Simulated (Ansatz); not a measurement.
## SrPt$_{5}$ in Ansatz, settings compared

Input:

```yaml
crystal:
  lattice:
    - [5.470954, 0.0, 0.0]
    - [-2.735477, 4.737986, 0.0]
    - [0.0, 0.0, 4.423799]
  atoms:
    - { symbol: Pt, position: [0.5, 0.0, 0.5] }
    - { symbol: Pt, position: [0.5, 0.5, 0.5] }
    - { symbol: Pt, position: [0.0, 0.5, 0.5] }
    - { symbol: Pt, position: [0.3333, 0.6667, 0.0] }
    - { symbol: Pt, position: [0.6666, 0.3333, 0.0] }
    - { symbol: Sr, position: [0.0, 0.0, 0.0] }
  symmetry: { tolerance: 0.0003 }
kpoints:
  mp_grid: { grid: [4, 4, 4], shift: [0, 0, 0] }
magnetization:
  spin_polarized: false
scf:
  occupations: { method: fermi_dirac }
hamiltonian:
  pseudopotentials: { kind: paw }
  xc: r2scan
basis:
  ecutwfc: 500
output:
  forces: true
  stress: true
  eigenvalues: true
relax:
  max_steps: 40
  cell: {}
```

The command:

```bash
ansatz run input.yaml --threads 1 --pin off --max-ram 2560MiB --backend cpu --events-out ev --progress --plain --runs-dir out
```

Origin of the cell: a database entry, scaled a little.

The smearing width isn't typed, so it takes its default of 0.1 eV.

Output of this run (shortened):

```
SCF iter   1: F=—  HF=-66242.587629 eV  Δρ=1.46e-2  dr2=3.02e-1  dr2_τ=9.40e-2  defer=8
SCF iter   2: F=—  HF=-66242.745109 eV  Δρ=1.70e-2  dr2=4.28e-1  dr2_τ=5.63e-2  defer=23
SCF iter   3: F=—  HF=-66242.635835 eV  Δρ=2.63e-3  dr2=7.94e-3  dr2_τ=2.73e-4  defer=23
SCF iter   4: F=—  HF=-66242.635162 eV  Δρ=3.29e-4  dr2=1.47e-4  dr2_τ=3.58e-5  defer=23
SCF iter   5: F=—  HF=-66242.635149 eV  Δρ=1.19e-4  dr2=2.12e-5  dr2_τ=1.72e-6  defer=23
SCF iter   6: F=—  HF=-66242.635157 eV  Δρ=3.46e-5  dr2=2.76e-6  dr2_τ=3.23e-7  defer=23
SCF iter   7: F=—  HF=-66242.635157 eV  Δρ=1.33e-5  dr2=2.42e-7  dr2_τ=2.13e-8  defer=23
SCF iter   8: F=-66242.635157 eV  HF=-66242.635157 eV  Δρ=2.27e-6  dr2=4.11e-9  dr2_τ=8.16e-10
relax step   1: F+E_penalty+E_count = -66242.635157 eV  Δ(F+E_penalty+E_count) = +0.000e0 eV  max|allowed force component| = 1.253e-17 eV/Å  Δτ_max = 0.0000 Å  P = -3.812 GPa  Ω = 114.671 Å³ […]
relax step   2: F+E_penalty+E_count = -66242.582727 eV  Δ(F+E_penalty+E_count) = +5.243e-2 eV  max|allowed force component| = 3.238e-17 eV/Å  Δτ_max = 0.0000 Å  P = +7.360 GPa  Ω = 108.475 Å³ […]
relax step   3: F+E_penalty+E_count = -66242.680825 eV  Δ(F+E_penalty+E_count) = -4.567e-2 eV  max|allowed force component| = 2.776e-17 eV/Å  Δτ_max = 0.0000 Å  P = -0.347 GPa  Ω = 112.556 Å³ […]
relax step   4: F+E_penalty+E_count = -66242.681360 eV  Δ(F+E_penalty+E_count) = -5.360e-4 eV  max|allowed force component| = 9.830e-18 eV/Å  Δτ_max = 0.0000 Å  P = -0.004 GPa  Ω = 112.379 Å³ […]
relax step   5: F+E_penalty+E_count = -66242.680562 eV  Δ(F+E_penalty+E_count) = +7.987e-4 eV  max|allowed force component| = 9.252e-18 eV/Å  Δτ_max = 0.0000 Å  P = -0.010 GPa  Ω = 112.379 Å³  stress off target by 2.13e-2 GPa […]
SCF 5 converged in 5 iterations: F = -66242.680562 eV  dr2 = 1.24e-11
basis re-selected at this cell: Δ(F+E_penalty+E_count) = +7.987e-4 eV, ΔP = -0.006 GPa vs the last step (what re-selecting the basis moved, of the pressure what is left beyond the Pulay corre […]
SCF converged after 5 iterations
Free energy (F): -66242.680562 eV
Harris-Foulkes:  -66242.680562 eV  (|F-HF|=4.37e-11)
Internal energy: -66242.543619 eV  (E = F + TS)
E sigma→0 (E₀):  -66242.612091 eV
Entropy (-TS):   -0.136943 eV (-22.824 meV/atom)
Fermi energy:    17.444306 eV
--- Per-component energies (eV) ---
  E_band       = -1213.459883
  E_kinetic    = 3439.888709
  E_local      = -11052.003729  (includes V_loc(G=0)·N_el)
  E_nonlocal   = 1209.876339
  E_hartree    = 4237.053143
  E_xc         = -1416.914963
  E_vxc        = -1870.527264  (∫ρ·V_xc dr)
  E_paw        = -50115.990562  (= ΣΔE_a)
  E_vpaw       = -1533.280339  (= ΣTr[D̂ρ^β])
  E_aug_tail   = 0.000732  (compensation charges beyond the density's cutoff)
  E_vtau       = 118.479652  (kinetic-family band-sum trace: ∫τ·v_τ [+ j·A + Jᵃ·Aᵃ] dr)
  E_ewald      = -12543.149780
  E_core_change = -1.303509  (= ΣΔE_core)
  E_smearing   = -0.136943  (= −TS)
  Σ components = -66242.680562   (vs F -66242.680562, Δ=0.00e0)
--- Forces (eV/Å), atoms counted from 1 ---
  atom   1  Pt    -0.000000    -0.000000     0.000000
  atom   2  Pt     0.000000    -0.000000     0.000000
  atom   3  Pt    -0.000000    -0.000000     0.000000
  atom   4  Pt     0.000000    -0.000000     0.000000
  atom   5  Pt     0.000000     0.000000     0.000000
  atom   6  Sr    -0.000000     0.000000     0.000000
  max |Σ_I F_I| component: 1.16e-18 eV/Å
--- Stress (GPa, compression-positive) ---
       -0.004122       0.000000       0.000000
        0.000000      -0.004122       0.000000
        0.000000       0.000000      -0.021294
  P = ⅓ Tr σ = -0.0098 GPa (-0.098 kbar)
--- Relaxed structure (4 steps of the walk, 3 accepted, 1 SCFs on fresh bases) ---
  F+E_penalty+E_count = -66242.680562 eV   max|allowed force component| = 9.252e-18 eV/Å   (the final SCF, on the basis selected at the relaxed cell)
  cell:  # Å, volume = 112.3789 Å³
    - [5.465740, 0.0, 0.0]
    - [-2.732870, 4.733469, 0.0]
    - [0.0, 0.0, 4.343665]
  atoms:
    - { symbol: Pt, position: [0.500000, 0.0, 0.500000] }
    - { symbol: Pt, position: [0.500000, 0.500000, 0.500000] }
    - { symbol: Pt, position: [0.0, 0.500000, 0.500000] }
    - { symbol: Pt, position: [0.333333, 0.666667, 0.0] }
    - { symbol: Pt, position: [0.666667, 0.333333, 0.0] }
    - { symbol: Sr, position: [-5.393e-18, 0.0, 0.0] }
```

The same input was run again with these changes:

1. `relax.f_tol` default → 0.05; `relax.max_displacement` default → 0.3; `hamiltonian.hubbard` default → { sites: [{ species: Pt, l: d, u_eff: 4.0 }], double_counting: fll }
2. `scf.initial_density.chi_scale` default → 0.3
3. `kpoints.mp_grid.grid` [4, 4, 4] → [3, 3, 3]
4. `relax.max_steps` 40 → 2; `scf.max_iter` default → 75

```json
{"run": "base", "end": "converged", "SCF iterations": "33", "volume (Å³/atom)": "18.73", "max force component (eV/Å)": "0.000", "moment (μB)": "–", "ΔE(σ→0) (meV/atom)": "0"}
{"run": "1", "end": "converged", "SCF iterations": "35", "volume (Å³/atom)": "18.88", "max force component (eV/Å)": "0.000", "moment (μB)": "–", "ΔE(σ→0) (meV/atom)": "–"}
{"run": "2", "end": "converged", "SCF iterations": "38", "volume (Å³/atom)": "18.73", "max force component (eV/Å)": "0.000", "moment (μB)": "–", "ΔE(σ→0) (meV/atom)": "0.00"}
{"run": "3", "end": "converged", "SCF iterations": "33", "volume (Å³/atom)": "18.62", "max force component (eV/Å)": "0.000", "moment (μB)": "–", "ΔE(σ→0) (meV/atom)": "-72.01"}
{"run": "4", "end": "relaxation steps ran out", "SCF iterations": "17", "volume (Å³/atom)": "–", "max force component (eV/Å)": "–", "moment (μB)": "–", "ΔE(σ→0) (meV/atom)": "–"}
```

Energies are compared only where functional, datasets, charge and starting cell are the same.

Not properties of the system: run 3 (too coarse or loose: `kpoints.mp_grid.grid` = [3, 3, 3]).

Caveats of the base run: no moments, though an odd count or open d shells may carry them; no spin-orbit coupling, though heavy elements are present; the k mesh is coarse if the cell is a metal; the relaxation held the start's symmetry, so the end may be a saddle point.

The base run took 26 s of wall time on 1 CPU thread(s) of a shared host, from the program's own first density.
